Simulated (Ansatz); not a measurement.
Kick test of a cell of Mo2W3

It was reached by relaxing an invented guess, and it needn't be the stable form of this composition.

Theory: DFT PBE, scalar-relativistic, plane waves, PAW in Ansatz. Cutoff 420 eV; k points 14×14×14 on the computed 5-atom cell (Γ-centred); Gaussian smearing, width 0.10 eV; no spin polarisation.

The cell below (5 atoms, space group Fmmm (No. 69)) is relaxed within its symmetry.

```cif
data_structure
_symmetry_space_group_name_H-M 'P 1'
_symmetry_Int_Tables_number 1
_cell_length_a 11.4486
_cell_length_b 11.3377
_cell_length_c 2.7500
_cell_angle_alpha 85.369
_cell_angle_beta 80.779
_cell_angle_gamma 13.852
_cell_volume 80.02
loop_
_atom_site_label
_atom_site_type_symbol
_atom_site_fract_x
_atom_site_fract_y
_atom_site_fract_z
_atom_site_occupancy
Mo1 Mo 0.20030 0.20030 0.79970 1
Mo2 Mo 0.79970 0.79970 0.20030 1
W1 W 0.39948 0.39948 0.60052 1
W2 W 0.00000 0.00000 0.00000 1
W3 W 0.60052 0.60052 0.39948 1
```

For the test a repeat of it with 10 atoms (edges 2.75, 5.26, 11.34 Å) was strained at random (σ = 1.5 % a component), the atoms were moved at random (σ = 0.15 Å), and all was relaxed again on a coarse 8×4×2 mesh (in the run’s order of axes) with 0.20 eV smearing, with no symmetry imposed.

Spin–orbit coupling, which can matter for W, is left out.

Question: Does it come back?

Answer: It returns, within 1 meV/atom of the unmoved cell on that mesh and with the same symmetry when read at 0.1 Å (P-1 at 0.01 Å, so small strains and shifts remain). No instability shows in this cell; modes of other wave vectors, which need another repeat, aren't tested.
